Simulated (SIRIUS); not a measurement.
Input and output of a self-consistent single point for Zn2SeS (R3m, 4 atoms in the cell; from Materials Project mp-1215446, changed as shown) (SIRIUS).

Computed with PBEsol, GBRV PBEsol ultrasoft pseudopotentials (plane waves; SIRIUS).

The change in words: volume scaled by 1.04. Reference geometry (R3m):
```
CELL_PARAMETERS angstrom
      1.95375     1.12800     6.38365
     -1.95375     1.12800     6.38365
      0.00000    -2.25600     6.38365
ATOMIC_POSITIONS crystal
  Zn 0.00374 0.00374 0.00374
  Zn 0.49637 0.49637 0.49637
  Se 0.62452 0.62452 0.62452
  S  0.12535 0.12535 0.12535
```

Reference input (self-consistent single point, DFT, PBEsol, plane waves, GBRV PBEsol ultrasoft pseudopotentials): parameters.ngridk = 6 6 6; parameters.xc_functionals = [XC_GGA_X_PBE_SOL, XC_GGA_C_PBE_SOL]; parameters.gk_cutoff = 6.325 1/bohr; parameters.pw_cutoff = 14.143 1/bohr; parameters.smearing = gaussian; parameters.smearing_width = 0.0001 Ha; potentials = GBRV PBEsol ultrasoft pseudopotentials; parameters.electronic_structure_method = pseudopotential; parameters.num_bands = 31; parameters.num_mag_dims = 0; parameters.num_dft_iter = 100; parameters.energy_tol = 1e-07 Ha. This run's input differs from it in these lines:

```diff
@@ -32,7 +32,7 @@
     "lattice_vectors": [
-      [0.2885652948, 0.1666032376, 0.9428538503],
-      [-0.2885652948, 0.1666032376, 0.9428538503],
-      [0.0, -0.3332064752, 0.9428538503]
+      [0.2885652815, 0.1666032158, 0.9428539241],
+      [-0.2885652815, 0.1666032158, 0.9428539241],
+      [0.0, -0.3332065773, 0.9428539241]
     ],
-    "lattice_vectors_scale": 12.794513,
+    "lattice_vectors_scale": 12.962874,
     "atom_coordinate_units": "A",
@@ -46,10 +46,10 @@
       "Zn": [
-        [-0.0, 0.0, 0.0715671338],
-        [0.0, 0.0, 9.5059615188]
+        [0.0, -3.7e-09, 0.0725088802],
+        [0.0, -4.964e-07, 9.631049737]
       ],
       "Se": [
-        [-0.0, -0.0, 11.9601569147]
+        [-0.0, -6.245e-07, 12.1175397018]
       ],
       "S": [
-        [-0.0, -0.0, 2.4005152578]
+        [0.0, -1.253e-07, 2.4321034539]
       ]
```

Output, abridged:

```
[find] density tolerance         : 1e-06
[find] total energy tolerance    : 1e-07
[find] iter_solver_tol (initial) : 0.01
[find] iter_solver_tol (target)  : 1e-13
[find] num_dft_iter              : 100
Charges and magnetic moments
--------------------------------------------------------------------------------
total charge          : 52.000000
[find] | SCF iteration   0 out of 100|
[diagonalize] iterative solver tolerance (occupied, empty): 0.01 0.01
[diagonalize] average number of iterations: 2.34375
[find] Charges and magnetic moments
[find] total charge          : 52.000000
[find] Energy
   [... lines left out ...]

[find] Charges and magnetic moments
[find] total charge          : 52.000000
[find] Energy
[find] smearing (-TS)                 :       0.00000000
[find] Total energy                   :    -495.00130074 (Ha),    -990.00260149 (Ry)
[find] Free energy (E-TS)             :    -495.00130074 (Ha),    -990.00260149 (Ry)
[find] band gap (eV)                  :       1.20914606
[find] Efermi                         :       0.23418475
[find] iteration : 25, RMS (target) : 8.6489e-07 (1.0000e-06) , energy difference (target) : -1.0154e-09 (1.0000e-07)
[find] bands are converged : false
[find] iterative solver converged : false
[find] converged after 26 SCF iterations!
[find] Charges and magnetic moments
[find] total charge          : 52.000000
[find] Energy
[find] smearing (-TS)                 :       0.00000000
[find] Total energy                   :    -495.00130074 (Ha),    -990.00260149 (Ry)
[find] Free energy (E-TS)             :    -495.00130074 (Ha),    -990.00260149 (Ry)
[find] band gap (eV)                  :       1.20914606
[find] Efermi                         :       0.23418475
[ground_state] === stress tensor components [kbar] ===
[ground_state] === stress_total ===
[ground_state]    34.298328   -0.000000    0.000000
[ground_state]    -0.000000   34.298319    0.000002
[ground_state]     0.000000    0.000002   34.658631
[ground_state] ==== total Forces in Ha/bohr =====
[ground_state] atom:    0, force:      -0.0000000     -0.0000000      0.0000971
[ground_state] atom:    1, force:       0.0000000     -0.0000000      0.0000955
[ground_state] atom:    2, force:      -0.0000000     -0.0000000      0.0002224
[ground_state] atom:    3, force:       0.0000000      0.0000000     -0.0004211
```

The run converged in 26 iterations. SIRIUS prints the stress tensor with tension positive. Against the reference run the free energy rises by 11.9 meV/atom, the pressure goes from -1.05 to -3.44 GPa, the largest force moves little (0.021 to 0.022 eV/Å) and the gap on the mesh goes from 1.361 to 1.209 eV.

The structure comes from a collection of computed structures, made at another level of theory; the collection holds predicted forms beside known ones.

Cost on one core: roughly 6 core-minutes.

The gap that the log prints is read on the run's mesh, which can miss the band edges or a crossing.
